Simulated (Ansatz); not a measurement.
AlP in space group P-6m2 (No. 187; Al on 1a, P on 1f) at seven volumes, plane-wave PAW PBE (Ansatz code), shape and atoms relaxed at each. One row is withheld.

```json
[
 {"V (Å³/atom)": "15.337", "P (GPa)": "10.23"},
 {"V (Å³/atom)": "15.842", "P (GPa)": "6.28"},
 {"V (Å³/atom)": "16.348", "P (GPa)": "2.90"},
 {"V (Å³/atom)": "16.854", "P (GPa)": "0.00"},
 {"V (Å³/atom)": "17.359", "P (GPa)": "-2.46"},
 {"V (Å³/atom)": "17.865", "P (GPa)": "?"},
 {"V (Å³/atom)": "18.370", "P (GPa)": "-6.35"}
]
```

**Question.** Fit the shown pressures and predict the withheld one.

**Answer.** P = (3/2)B₀(x^(7/2) − x^(5/2))[1 + (3/4)(B′ − 4)(x − 1)] with x = (V₀/V)^(2/3). Least squares on the six rows gives V₀ = 16.855 Å³/atom, B₀ = 88.7 GPa, B′ = 4.26. At V = 17.865, x = 0.9619 and P = -4.56 GPa. The run itself gave -4.55 GPa.

The cell is a constructed one: a structure type filled with these elements; neither database checked (COD, Materials Project) lists it. It is not the phase usual at ambient conditions (space group No. 216). The PBE relaxation kept the symmetry of its start; whether a distortion lowers the energy is not shown.

Potentials: the later of the program's two PAW sets.
